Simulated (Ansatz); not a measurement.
**Mg5CdSe6 (P3m1) at 2 levels of theory**

One geometry, relaxed with PBE; plane waves with PAW potentials in Ansatz, scalar-relativistic. No spin polarisation. Gaps are the least over mesh and band path; pressure is positive in compression.

```cif
data_structure
_symmetry_space_group_name_H-M 'P 1'
_symmetry_Int_Tables_number 1
_cell_length_a 4.2655
_cell_length_b 4.2655
_cell_length_c 20.8664
_cell_angle_alpha 90.000
_cell_angle_beta 90.000
_cell_angle_gamma 120.000
_cell_volume 328.78
loop_
_atom_site_label
_atom_site_type_symbol
_atom_site_fract_x
_atom_site_fract_y
_atom_site_fract_z
_atom_site_occupancy
Mg1 Mg 0.00000 0.00000 0.00130 1
Mg2 Mg 0.66667 0.33333 0.16639 1
Mg3 Mg 0.33333 0.66667 0.33151 1
Mg4 Mg 0.00000 0.00000 0.49636 1
Mg5 Mg 0.33333 0.66667 0.83607 1
Cd1 Cd 0.66667 0.33333 0.66816 1
Se1 Se 0.00000 0.00000 0.12574 1
Se2 Se 0.66667 0.33333 0.29084 1
Se3 Se 0.33333 0.66667 0.45597 1
Se4 Se 0.00000 0.00000 0.62072 1
Se5 Se 0.66667 0.33333 0.79632 1
Se6 Se 0.33333 0.66667 0.96062 1
```

| level | cutoff (eV) | k mesh | gap (eV) | pressure (GPa) |
| --- | --- | --- | --- | --- |
| PBE | 420 | 6×6×2 | 1.68 | 0.0 |

Problem. What comes out on the same cell with r2SCAN?

Solution.
```
 level  cutoff (eV)  k mesh  gap (eV)  pressure (GPa)
r2SCAN          500   6×6×2      2.23            -1.2
```

It was reached by relaxing an invented guess, and it needn't be the stable form of this composition.
